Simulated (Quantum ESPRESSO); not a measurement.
N is taken in the tetragonal space group P4₂/mnm (No. 136), Pearson symbol tP4. Conventional cell: a = 4.084 Å, b = 4.084 Å, c = 5.346 Å, α = 90.00°, β = 90.00°, γ = 90.00°. N on 4f has 1 N at 1.106 Å. (Neighbours: up to the widest gap in distance over summed covalent radii, below 1.35, at either atom.)

The geometry is that of Materials Project entry mp-570747, symmetrised and not relaxed again.

Question: What does PBEsol (Quantum ESPRESSO, PseudoDojo norm-conserving, 84 Ry, no spin-orbit coupling) give for the electronic structure near the Fermi level?

Answer: The PBEsol gap is indirect, 6.85 eV, from A to Γ; the smallest direct gap is 7.05 eV. 

The structure is a Materials Project entry; no match was found in the copy of COD used, and its stability was not checked.

The distance between layers or molecules is the database entry's, not relaxed here. Functionals without dispersion can leave it too large, which widens gaps and weakens the response across layers: the numbers belong to this cell.
